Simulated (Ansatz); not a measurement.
SnF₄:
```
CELL_PARAMETERS angstrom
     -2.03863     2.03863     3.93372
      2.03863    -2.03863     3.93372
      2.03863     2.03863    -3.93372
ATOMIC_POSITIONS crystal
  Sn 0.00000 0.00000 0.00000
  F  0.76015 0.76015 0.00000
  F  0.23985 0.23985 0.00000
  F  0.50000 0.00000 0.50000
  F  0.00000 0.50000 0.50000
```

Relaxed with r²SCAN. Special points in fractions of this cell's reciprocal vectors: Γ (0.000, 0.000, 0.000); X (0.000, 0.000, 0.500); P (0.250, 0.250, 0.250); N (0.000, 0.500, 0.000); M (0.500, 0.500, -0.500); S (0.317, 0.683, -0.317); S0 (-0.317, 0.317, 0.317); R (-0.134, 0.134, 0.500); G (0.500, 0.500, -0.134).

**Question.** List the band energies nearest the valence-band maximum at these points for plane-wave PAW r²SCAN (Ansatz code).

**Answer.** In eV from the valence-band maximum; about four levels below and three above (degenerate sets whole), none deeper than 8.9 eV; … stands for higher levels left out; points with the same levels are listed once.

| k | below | above |
|---|---|---|
| Γ | -1.18 -1.18 -1.17 -0.22 -0.22 | 4.20 12.69 … |
| X | -0.86 -0.58 -0.26 0.00 | 8.72 9.81 … |
| P | -1.06 -1.06 -1.03 -0.09 -0.09 | 8.73 … |
| N | -0.77 -0.73 -0.60 -0.48 | 6.90 10.38 … |
| M | -1.00 -1.00 -0.15 -0.15 | 5.42 11.42 … |
| S | -0.99 -0.79 -0.47 -0.23 | 6.63 11.05 … |
| R | -1.08 -0.55 -0.37 -0.03 | 7.69 10.83 … |

Space group I4/mmm. The first step of the workflow began from a Materials Project structure, measured or hypothetical; the Crystallography Open Database files this formula in space group No. 139, but the cells were not matched. Whether it is the stable phase at ambient conditions was not checked. The cell was relaxed with r²SCAN under the symmetry of its start; whether a distortion lowers the energy is not shown. A crystal of weakly bound layers computed without a dispersion correction: the cell and the soft elastic constants depend strongly on that. Spin–orbit coupling is left out wherever it is not named.

Potentials: the later of the program's two PAW sets.
